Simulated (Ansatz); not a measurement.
SnO₂ (rutile)

```
CELL_PARAMETERS angstrom
      4.75851     0.00000     0.00000
      0.00000     4.75851     0.00000
      0.00000     0.00000     3.20013
ATOMIC_POSITIONS crystal
  Sn 0.00000 0.00000 0.00000
  Sn 0.50000 0.50000 0.50000
  O  0.30590 0.30590 0.00000
  O  0.80590 0.19410 0.50000
  O  0.19410 0.80590 0.50000
  O  0.69410 0.69410 0.00000
```

The slice is a (010) plane (indices of the conventional cell) through the point (0.306, 0.306, 0.000) (fractional), spanned by u = [001] and v = [100] in vectors of this cell: u (3.20 Å) and v (4.76 Å, at 90° to u). It covers one period; positions are fractions (u, v).

Level of theory: r2SCAN (plane waves to 500 eV, PAW, scalar-relativistic; Ansatz, a quantum-chemistry and plane-wave program). k mesh 7×7×10. These are valence fields of a PAW run, semicore shells included where kept as valence: close to a nucleus they are smooth pseudo fields. SnO2 was relaxed with its symmetry unable to fall. The PAW data are Ansatz's earlier set.

Three fields on this plane, each scaled to ten steps between its own extremes (0 low, 9 high; the total valence density on a logarithmic scale, the potential cut 8 eV below its top; x marks points blanked near nuclei; v = 0 in the bottom row):

Map A
```
|xxxxxxx754323457xxxxxx|
|xxxxxx86432123468xxxxx|
|xxxxxx75321112357xxxxx|
|xxxxx7642100012467xxxx|
|xxxx764310000013467xxx|
|x887643210000012346788|
|6665432111111111234566|
|5544322222222222223445|
|3333222333444333222333|
|2222233455666554332222|
|1222234567888765432222|
|111234578xxxxx87543211|
|11124568xxxxxxx8654211|
|1113467xxxxxxxxx764311|
|0113468xxxxxxxxx864311|
|0013468xxxxxxxxx864310|
|0012468xxxxxxxxx864210|
|0012467xxxxxxxxx764210|
|00123578xxxxxxx8753210|
|000234679xxxxx97643200|
|0011345789999987543110|
|1112345678898876543211|
|2223345677888776543322|
|4444445677888776544444|
|6665556678888876655566|
|x887766678888876667788|
|xxxx877777888777778xxx|
|xxxxx9877777777789xxxx|
|xxxxxx87766666778xxxxx|
|xxxxxx97666566679xxxxx|
|xxxxxxx765545567xxxxxx|
|xxxxxxx754434457xxxxxx|
```

Map B
```
|xxxxxxx111222111xxxxxx|
|xxxxxx11111111111xxxxx|
|xxxxxx10011111001xxxxx|
|xxxxx1100000000011xxxx|
|xxxx110000000000011xxx|
|x000000000000000000000|
|0000000000000000000000|
|1111100000000000001111|
|1111100000000000001111|
|2211100000000000001112|
|2211000000000000000112|
|221100000xxxxx00000112|
|11110000xxxxxxx0000111|
|1110000xxxxxxxxx000011|
|1100001xxxxxxxxx100001|
|1100012xxxxxxxxx210001|
|0000112xxxxxxxxx211000|
|0001112xxxxxxxxx211100|
|00111122xxxxxxx2211110|
|011112222xxxxx22221111|
|0111222332222233222111|
|0111233444444444332111|
|0011234556666655432110|
|0001234677888776432100|
|0001134678999876431100|
|x000123578999875321000|
|xxxx012468999864210xxx|
|xxxxx0135789875310xxxx|
|xxxxxx02467776420xxxxx|
|xxxxxx01345654310xxxxx|
|xxxxxxx123444321xxxxxx|
|xxxxxxx112333211xxxxxx|
```

Map C
```
|xxxxxxx000000000xxxxxx|
|xxxxxx10000000001xxxxx|
|xxxxxx10000000001xxxxx|
|xxxxx2100000000012xxxx|
|xxxx310000000000013xxx|
|x653210000000000012356|
|3321100000000000001123|
|1110000001111100000011|
|0000000112222211000000|
|0000001234555432100000|
|0000011357999753110000|
|000001258xxxxx85210000|
|00000136xxxxxxx6310000|
|0000013xxxxxxxxx310000|
|0000013xxxxxxxxx310000|
|0000012xxxxxxxxx210000|
|0000001xxxxxxxxx100000|
|0000001xxxxxxxxx100000|
|00000001xxxxxxx1000000|
|000000001xxxxx10000000|
|0000000001111100000000|
|0000000000111000000000|
|0000000000000000000000|
|1111000000000000000111|
|3322100000000000001223|
|x653210000000000012356|
|xxxx421000000000124xxx|
|xxxxx3100000000013xxxx|
|xxxxxx10000000001xxxxx|
|xxxxxx10000000001xxxxx|
|xxxxxxx000000000xxxxxx|
|xxxxxxx000000000xxxxxx|
```

Question: Assign the maps to these fields: density of the lowest conduction band (whole band as if filled, smooth part); density of the highest valence band (whole band, smooth part); valence electron density.

Answer: A is the valence electron density; B is the density of the lowest conduction band (whole band as if filled, smooth part); C is the density of the highest valence band (whole band, smooth part).
